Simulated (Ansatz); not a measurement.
**Is this AlCu5 structure stable?**

It was reached by relaxing an invented guess, and it needn't be the stable form of this composition.

Method: DFT PBE, scalar-relativistic, plane waves, PAW (Ansatz). Settings of the last relaxation (6-atom cell): 420 eV, 14×10×6 k points, Gaussian smearing of 0.10 eV, no spin polarisation.

```cif
data_structure
_symmetry_space_group_name_H-M 'Pmmm'
_symmetry_Int_Tables_number 47
_cell_length_a 2.6673
_cell_length_b 3.5490
_cell_length_c 7.8590
_cell_angle_alpha 90.000
_cell_angle_beta 90.000
_cell_angle_gamma 90.000
_cell_volume 74.39
loop_
_atom_site_label
_atom_site_type_symbol
_atom_site_symmetry_multiplicity
_atom_site_Wyckoff_symbol
_atom_site_fract_x
_atom_site_fract_y
_atom_site_fract_z
_atom_site_occupancy
Al1 Al 1 f 0.50000 0.50000 0.00000 1
Cu1 Cu 2 q 0.00000 0.00000 0.82951 1
Cu2 Cu 2 t 0.50000 0.50000 0.33629 1
Cu3 Cu 1 c 0.00000 0.00000 0.50000 1
```

Energies over the elements count from the elements' standard structures at the same level, with no fitted energy shifts.

Task: These tests were run: energy against the elements; phonons on a 4×2×1 q mesh; elastic tensor. What do they show?

Result:

```
                       test                         result
energy against the elements                  −0.09 eV/atom
  phonons on a 4×2×1 q mesh  no imaginary mode on the mesh
             elastic tensor        least eigenvalue 32 GPa
```

It fails none of these tests. Other phases of the system weren't compared here, so this isn't yet thermodynamic stability.

The run for the phonons used a 16×10×6 k mesh and Fermi–Dirac smearing of 0.15 eV. The run for the elastic tensor used a 16×10×6 k mesh and Fermi–Dirac smearing of 0.15 eV.
